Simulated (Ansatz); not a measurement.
## Ansatz 0.2.0, settings compared: Sr3Al2Tl2

Input:

```yaml
crystal:
  lattice:
    - [0.0, 0.0, 5.003173]
    - [4.51844, 0.0, 0.0]
    - [2.25922, 10.015961, -2.501587]
  atoms:
    - { symbol: Tl, position: [0.3584, 0.6416, 0.7168] }
    - { symbol: Tl, position: [0.6416, 0.3584, 0.2832] }
    - { symbol: Al, position: [0.4351, 0.0649, 0.8702] }
    - { symbol: Al, position: [0.5649, 0.9351, 0.1298] }
    - { symbol: Sr, position: [0.0, 0.5, 0.0] }
    - { symbol: Sr, position: [0.1832, 0.8168, 0.3664] }
    - { symbol: Sr, position: [0.8168, 0.1832, 0.6336] }
  symmetry: { tolerance: 0.0003 }
kpoints:
  mp_grid: { grid: [4, 4, 4], shift: [0, 0, 0] }
magnetization:
  spin_polarized: false
scf:
  occupations: { method: gaussian, width: 0.0722 }
hamiltonian:
  pseudopotentials: { kind: paw }
  xc: pbe
basis:
  ecutwfc: 420
output:
  forces: true
  stress: true
  eigenvalues: true
```

The command:

```bash
ansatz run input.yaml --threads 1 --pin off --max-ram 2560MiB --backend cpu --events-out ev --progress --plain --runs-dir out
```

Origin of the cell: a known structure type with other elements, at an estimated volume, so it need not be a known compound.

Output of this run (shortened):

```
SCF iter   1: F=—  HF=-34597.817562 eV  Δρ=2.01e-3  dr2=5.34e-2
SCF iter   2: F=—  HF=-34597.815108 eV  Δρ=1.23e-3  dr2=1.92e-2  defer=1
SCF iter   3: F=—  HF=-34597.813318 eV  Δρ=3.01e-4  dr2=8.76e-4  defer=1
SCF iter   4: F=—  HF=-34597.813296 eV  Δρ=1.04e-4  dr2=5.70e-5  defer=1
SCF iter   5: F=—  HF=-34597.813334 eV  Δρ=3.18e-5  dr2=5.63e-6  defer=1
SCF iter   6: F=—  HF=-34597.813333 eV  Δρ=1.18e-5  dr2=3.91e-7  defer=1
SCF iter   7: F=-34597.813333 eV  HF=-34597.813333 eV  Δρ=2.77e-6  dr2=3.06e-8
SCF 1 converged in 7 iterations: F = -34597.813333 eV  dr2 = 3.06e-8
SCF converged after 7 iterations
Free energy (F): -34597.813333 eV
Harris-Foulkes:  -34597.813333 eV  (|F-HF|=5.12e-9)
Internal energy: -34597.806591 eV  (E = F + TS)
E sigma→0 (E₀):  -34597.809962 eV
Entropy (-TS):   -0.006742 eV (-0.963 meV/atom)
Fermi energy:    7.239910 eV
--- Per-component energies (eV) ---
  E_band       = -364.787964
  E_kinetic    = 1445.586827
  E_local      = -4436.492985  (includes V_loc(G=0)·N_el)
  E_nonlocal   = 1259.610153
  E_hartree    = 1435.173431
  E_xc         = -1056.817008
  E_vxc        = -823.737481  (∫ρ·V_xc dr)
  E_paw        = -29350.202655  (= ΣΔE_a)
  E_vpaw       = -680.100490  (= ΣTr[D̂ρ^β])
  E_aug_tail   = 0.000060  (compensation charges beyond the density's cutoff)
  E_ewald      = -3894.664413
  E_smearing   = -0.006742  (= −TS)
  Σ components = -34597.813333   (vs F -34597.813333, Δ=0.00e0)
--- Forces (eV/Å), atoms counted from 1 ---
  atom   1  Tl     0.000000    -0.179344     0.000000
  atom   2  Tl     0.000000     0.179344    -0.000000
  atom   3  Al     0.000000     0.576709    -0.000000
  atom   4  Al     0.000000    -0.576709     0.000000
  atom   5  Sr     0.000000     0.000000     0.000000
  atom   6  Sr     0.000000     0.061754    -0.000000
  atom   7  Sr     0.000000    -0.061754     0.000000
  max |Σ_I F_I| component: 0.00e0 eV/Å
--- Stress (GPa, compression-positive) ---
        1.292853       0.000000       0.000000
        0.000000       1.347594      -0.000000
        0.000000      -0.000000       0.255304
  P = ⅓ Tr σ = 0.9653 GPa (9.653 kbar)
```

The same input was run again with these changes:

1. `crystal.symmetry` { tolerance: 0.0003 } → { detect: false }; `kpoints.mp_grid.grid` [4, 4, 4] → [6, 6, 6]
2. `hamiltonian.xc` pbe → r2scan; `scf.mixing.algorithm` default → anderson; `scf.mixing.beta` default → 0.1; `scf.mixing.ndim` default → 8; `scf.algorithm` default → direct_min
3. `basis.ecutrho_ratio` default → 6; `scf.occupations.width` 0.0722 → default; `scf.occupations.method` gaussian → tetrahedron; `basis.xc_grid` default → 3
4. `scf.occupations.method` gaussian → methfessel_paxton; `scf.occupations.width` 0.0722 → 0.15; `basis.ecutrho_ratio` default → 12

```json
{"run": "base", "end": "converged", "SCF iterations": "7", "P (GPa)": "0.97", "max force component (eV/Å)": "0.577", "moment (μB)": "–", "ΔE(σ→0) (meV/atom)": "0"}
{"run": "1", "end": "converged", "SCF iterations": "7", "P (GPa)": "0.99", "max force component (eV/Å)": "0.391", "moment (μB)": "–", "ΔE(σ→0) (meV/atom)": "-10.95"}
{"run": "2", "end": "converged", "SCF iterations": "7", "P (GPa)": "0.37", "max force component (eV/Å)": "0.498", "moment (μB)": "–", "ΔE(σ→0) (meV/atom)": "–"}
{"run": "3", "end": "converged", "SCF iterations": "7", "P (GPa)": "0.97", "max force component (eV/Å)": "0.608", "moment (μB)": "–", "ΔE(σ→0) (meV/atom)": "3.43"}
{"run": "4", "end": "converged", "SCF iterations": "7", "P (GPa)": "0.96", "max force component (eV/Å)": "0.593", "moment (μB)": "–", "ΔE(σ→0) (meV/atom)": "-0.04"}
```

Energies are compared only where functional, datasets, charge and starting cell are the same.

Caveats of the base run: no spin-orbit coupling, though heavy elements are present; the k mesh is coarse if the cell is a metal.

Run 2: the cutoff lies below the datasets' advice.
Run 3: forces and stress under tetrahedra may miss the slope of the energy.

The base run ran for 6.3 s of wall time on 1 CPU thread(s) of a shared host, from the program's own first density.
